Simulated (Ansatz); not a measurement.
Values for one crystal, relaxed and computed with the program Ansatz at the LDA level (PAW); other levels are named.

* **Volume per atom**: 20.79 Å³
* **Band gap**: 0.17 eV (direct)
* **Conduction-band minimum**: at Γ
* **Formation energy from the elements (no fitted shifts)**: -0.45 eV/atom
* **Hole effective mass**: 0.023, 0.56, 0.56 mₑ (principal values)
* **Electron effective mass**: 0.022, 0.031, 0.031 mₑ (principal values)
* **Valence-band maximum**: at Γ

**Question.** Which compound is it?
A) GaCuSe2, chalcopyrite
B) Rb2TaCuS4, Fddd (Rb on 16g, Ta on 8a, Cu on 8b, S on 32h)
C) Ga2O3, C2/m (Pearson symbol mS20)
D) Li2CO3, C2/c (Li on 8f, C on 4e, O on 4e, O on 8f)

**Answer.** A, GaCuSe2, chalcopyrite

Space group I-42d (chalcopyrite). The cell was relaxed with LDA under the symmetry of its start. No spin polarisation was allowed. The references are the lowest solids computed at this level, not always the standard phases. Scalar-relativistic: spin–orbit coupling is off unless named, which matters more the heavier the elements.

Potentials: the later of the program's two PAW sets.
